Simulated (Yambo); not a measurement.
Yambo run on Na3MoO3F3 (space group R3, No. 146). The wavefunctions are PBEsol (pw.x of Quantum ESPRESSO, ONCV potentials, scalar-relativistic) ones on a 2×2×2 mesh (40 occupied bands); a = b = c = 5.8061 Å, α = β = γ = 57.29°.

Yambo input:

```
rim_cut
gw0
dyson
el_el_corr
HF_and_locXC
ppa
em1d
RandQpts= 1000000
RandGvec= 1 Ry
EXXRLvcs= 88 Ry
VXCRLvcs= 352 Ry
Chimod= "HARTREE"
% BndsRnXp
 5 | 203 |
%
NGsBlkXp= 7 Ry
% LongDrXp
 1.0 | 1.0 | 1.0 |
%
PPAPntXp= 27.2114 eV
% GbndRnge
 1 | 136 |
%
GTermKind= "none"
DysSolver= "n"
ExtendOut
% QPkrange
 2 | 2 | 40 | 40 |
 4 | 4 | 40 | 41 |
%
```

k points by index: 2 = L, 4 = Z.

Resulting energies as the program prints them:

```
#    K-point    Band    Eo [eV]    E [eV]    E-Eo [eV]    Vxc [eV]    Vnlxc [eV]    Sc|Eo [eV]    Sc|E [eV]    dSc/dw|Eo [eV]    Re(Z)    Im(Z)
#
    2    40    0.000000    -0.860558    -0.860558    -19.39828    -24.70759    4.223264    4.448754    -7.129087    0.792398    -0.001347
    4    40    -0.163698    -1.052610    -0.888912    -19.28752    -24.53760    4.129824    4.361169    -7.080916    0.793511    -0.001348
    4    41    4.085464    6.486824    2.401360    -18.06773    -12.52945    -2.657115    -3.136918    -5.436778    0.833473    -0.969665E-3
```
(The two width columns are left out.) Convergence of these settings isn't established.

Spin-orbit coupling is not included.

Geometry of the Materials Project entry, not relaxed at this level.
